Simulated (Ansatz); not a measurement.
Relaxed-ion elastic tensor of YNbN₃ (cubic perovskite, space group No. 221) in GPa (Voigt order), the program Ansatz at the PBEsol level (PAW); density 5.76 g/cm³, 12.90 Å³ per atom.

```
 431  99.0  99.0   0.0   0.0   0.0
99.0   431  99.0   0.0   0.0   0.0
99.0  99.0   431   0.0   0.0   0.0
 0.0   0.0   0.0  55.2   0.0   0.0
 0.0   0.0   0.0   0.0  55.2   0.0
 0.0   0.0   0.0   0.0   0.0  55.2
```

Is the crystal mechanically stable?

Yes: the smallest eigenvalue of C is 55.2 GPa.

Work out the Voigt, Reuss and Hill averages.

K_V = 210, K_R = 210, K_H = 210; G_V = 99.6, G_R = 75.3, G_H = 87.5 GPa.

Give Young's modulus, Poisson's ratio, Pugh's ratio and the universal anisotropy index.

E = 9KG/(3K + G) = 230 GPa; ν = 0.32; K/G = 2.40 (ductile by the Pugh limit of 1.75); A_U = 5G_V/G_R + K_V/K_R − 6 = 1.61.

Estimate the sound speeds and the Debye temperature.

v_l = √((K + 4G/3)/ρ) = 7530 m/s, v_t = √(G/ρ) = 3900 m/s, mean 4360 m/s; Θ = (h/k)(3n/4πV)^(1/3) v_m = 554 K.

Give the Zener ratio and Young's modulus along [100], [110] and [111].

A = 2C44/(C11 − C12) = 0.33; 1/E = S11 − 2(S11 − S12 − S44/2)Γ with Γ = 0, 1/4, 1/3 gives 394, 180, 152 GPa.

Space group Pm-3m (cubic perovskite). The start of the workflow was typed in or built on a structure type; neither database checked (COD, Materials Project) lists it. Whether it is the stable phase at ambient conditions was not checked. The cell was relaxed with PBEsol under the symmetry of its start. At this level the phase is dynamically unstable (imaginary phonons). The workflow began spin-polarised and lost its moments. As this level gives no gap, shear constants depend on the k-mesh and smearing (Fermi–Dirac, 0.1 eV here).

Potentials: the earlier of the program's two PAW sets. The files were generated under PBE; for other functionals the program regenerates the frozen cores, and for LDA and PBEsol the local potential too.
